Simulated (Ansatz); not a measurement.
CuI in space group P6_422 (No. 181; Cu on 3d, I on 3c) at seven volumes, plane-wave PAW PBE+D3(BJ) (Ansatz code), shape and atoms relaxed at each. One row is withheld.

```csv
V (Å³/atom),P (GPa)
21.991,6.03
22.716,3.65
23.441,?
24.166,0.00
24.891,-1.38
25.616,-2.52
26.341,-3.47
```

Fit the shown pressures and predict the withheld one.

P = (3/2)B₀(x^(7/2) − x^(5/2))[1 + (3/4)(B′ − 4)(x − 1)] with x = (V₀/V)^(2/3). Least squares on the six rows gives V₀ = 24.167 Å³/atom, B₀ = 50.2 GPa, B′ = 5.12. At V = 23.441, x = 1.0205 and P = 1.66 GPa. The run itself gave 1.66 GPa.

The start of the workflow was typed in or built on a structure type; neither database checked (COD, Materials Project) lists it. It is not the phase usual at ambient conditions (space group No. 216). Symmetry was held in the PBE+D3(BJ) relaxation; whether a distortion lowers the energy is not shown. The workflow began spin-polarised and lost its moments. The volume moved by -32 % from the start of the relaxation. Spin–orbit coupling is left out wherever it is not named.

Potentials: the earlier of the program's two PAW sets.
